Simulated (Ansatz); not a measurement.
Cu Kα1 powder pattern (kinematic, no thermal factors).
2θ (°) (relative intensity): 16.75 (38, 1 1 1), 19.36 (84, 2 0 0), 27.52 (73, 2 2 0), 32.39 (25, 3 1 1), 33.87 (100, 2 2 2), 39.31 (50, 4 0 0), 43.01 (12, 3 3 1), 44.18 (41, 4 2 0), 48.66 (32, 4 2 2), 51.82 (9, 5 1 1), 56.81 (33, 4 4 0), 59.67 (9, 5 3 1), 60.60 (21, 6 0 0), 64.26 (14, 6 2 0), 66.93 (3, 5 3 3), 67.81 (38, 6 2 2), 71.27 (11, 4 4 4), 73.82 (5, 7 1 1), 74.66 (9, 6 4 0), 78.00 (17, 6 4 2), 80.47 (6, 7 3 1), 84.56 (5, 8 0 0), 87.00 (2, 7 3 3), 87.81 (13, 8 2 0)

The pattern is computed from a structure relaxed with DFT PBE, scalar-relativistic, plane waves, PAW in Ansatz. No spin polarisation. Its elements are Na, Pt, Se.

Task: Give the structure.

Result: Na$_{6}$PtSe.
Space group Fm-3m (No. 225). a = 9.160 Å, b = 9.160 Å, c = 9.160 Å, α = 90.00°, β = 90.00°, γ = 90.00°
```csv
atom,site,symmetry,x,y,z
Na,24d,m.mm,0.0000,0.7500,0.7500
Pt,4b,m-3m,0.5000,0.0000,0.0000
Se,4a,m-3m,0.0000,0.0000,0.0000
```

A pattern alone doesn't exclude other cells with like lines; this is the one computed.

It was reached by relaxing an invented guess, and it needn't be the stable form of this composition.
